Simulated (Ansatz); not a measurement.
Relaxed-ion elastic tensor of AlV2C in space group P6_3/mmc (No. 194; Al on 2d, V on 4f, C on 2a) in GPa (Voigt order), plane-wave PAW PBEsol (Ansatz code); density 5.01 g/cm³, 11.68 Å³ per atom.

```
 356  82.8   108   0.0   0.0   0.0
82.8   356   108   0.0   0.0   0.0
 108   108   340   0.0   0.0   0.0
 0.0   0.0   0.0   159   0.0   0.0
 0.0   0.0   0.0   0.0   159   0.0
 0.0   0.0   0.0   0.0   0.0   137
```

### Question
Is the crystal mechanically stable?

### Answer
Yes: the smallest eigenvalue of C is 137 GPa.

### Question
Work out the Voigt, Reuss and Hill averages.

### Answer
K_V = 184, K_R = 184, K_H = 184; G_V = 141, G_R = 139, G_H = 140 GPa.

### Question
Give Young's modulus, Poisson's ratio, Pugh's ratio and the universal anisotropy index.

### Answer
E = 9KG/(3K + G) = 335 GPa; ν = 0.20; K/G = 1.31 (brittle by the Pugh limit of 1.75); A_U = 5G_V/G_R + K_V/K_R − 6 = 0.08.

### Question
Estimate the sound speeds and the Debye temperature.

### Answer
v_l = √((K + 4G/3)/ρ) = 8600 m/s, v_t = √(G/ρ) = 5290 m/s, mean 5840 m/s; Θ = (h/k)(3n/4πV)^(1/3) v_m = 766 K.

### Question
How much does each axis shrink under pressure?

### Answer
Linear compressibilities β_i = Σ_j S_ij (j = 1 to 3): x 1.8, y 1.8, z 1.8 per TPa.

The cell was relaxed with PBEsol under the symmetry of its start. The workflow began spin-polarised and lost its moments. As this level gives no gap, shear constants depend on the k-mesh and smearing (Fermi–Dirac, 0.1 eV here).

Potentials: the later of the program's two PAW sets.
